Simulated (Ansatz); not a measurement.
Lu (hcp, Mg type)

Space group P6₃/mmc (No. 194); a = b = 3.5043 Å, c = 5.4522 Å, α = β = 90.00°, γ = 120.00°

```tsv
atom	site	symmetry	x	y	z
Lu	2d	-6m2	0.6667	0.3333	0.2500
```

The volume is varied about the relaxed value V₀ at fixed cell shape. Symmetry pins the atoms to their sites.

The numbers are results of r2SCAN (plane waves to 500 eV, PAW, scalar-relativistic; Ansatz, a quantum-chemistry and plane-wave program), not measurements. k mesh 15×15×9 (Γ-centred), Fermi-Dirac smearing 0.05 eV. Energies are smeared free energies. With the shape held, the modulus is that of even scaling; a crystal free to change shape is softer. Lu is run without spin polarisation. Lu was relaxed with its symmetry unable to fall. The zero of ΔE is the relaxed starting cell. The last digit holds for this mesh only.

| V (Å³/atom) | ΔE (meV/atom) |
|---|---|
| 26.093 | 49.6 |
| 26.817 | 26.8 |
| 27.542 | 11.5 |
| 28.267 | 2.8 |
| 28.992 | 0.0 |
| 29.717 | 2.5 |
| 30.441 | 9.8 |
| 31.166 | 21.4 |
| 31.891 | 36.7 |

Task: What bulk modulus at fixed cell shape B₀ follows from a third-order Birch-Murnaghan fit?

Result: 46.9 GPa.

Task: What is the fitted pressure derivative B₀′?

Result: 3.5.

(A scan under strain: stresses follow from slopes of the energy per volume, elastic moduli from its curvatures.)
